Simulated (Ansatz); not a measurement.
Relaxed-ion elastic tensor of Cr (bcc (W type), Im-3m) in GPa (Voigt order), the program Ansatz at the LDA level (PAW); density 7.97 g/cm³, 10.84 Å³ per atom.

```
566  168  168  0.0  0.0  0.0
168  566  168  0.0  0.0  0.0
168  168  566  0.0  0.0  0.0
0.0  0.0  0.0  103  0.0  0.0
0.0  0.0  0.0  0.0  103  0.0
0.0  0.0  0.0  0.0  0.0  103
```

Question: Is the crystal mechanically stable?

Answer: Yes: the smallest eigenvalue of C is 103 GPa.

Question: Work out the Voigt, Reuss and Hill averages.

Answer: K_V = 301, K_R = 301, K_H = 301; G_V = 142, G_R = 128, G_H = 135 GPa.

Question: Give Young's modulus, Poisson's ratio, Pugh's ratio and the universal anisotropy index.

Answer: E = 9KG/(3K + G) = 352 GPa; ν = 0.30; K/G = 2.23 (ductile by the Pugh limit of 1.75); A_U = 5G_V/G_R + K_V/K_R − 6 = 0.53.

Question: Estimate the sound speeds and the Debye temperature.

Answer: v_l = √((K + 4G/3)/ρ) = 7770 m/s, v_t = √(G/ρ) = 4110 m/s, mean 4600 m/s; Θ = (h/k)(3n/4πV)^(1/3) v_m = 619 K.

Question: Give the Zener ratio and Young's modulus along [100], [110] and [111].

Answer: A = 2C44/(C11 − C12) = 0.52; 1/E = S11 − 2(S11 − S12 − S44/2)Γ with Γ = 0, 1/4, 1/3 gives 489, 312, 278 GPa.

Question: Solve the Christoffel equation for the three sound speeds along [100], [110], [111].

Answer: Eigenvalues of C_ijkl n_j n_l equal ρv². In km/s, slowest first: [100] 3.60, 3.60, 8.43; [110] 3.60, 5.00, 7.68; [111] 4.58, 4.58, 7.42.

The LDA relaxation kept the symmetry of its start. The workflow began spin-polarised and lost its moments. Textbook magnetic order: a spin-density-wave antiferromagnet. As this level gives no gap, shear constants depend on the k-mesh and smearing (Fermi–Dirac, 0.1 eV here).

Potentials: the later of the program's two PAW sets.
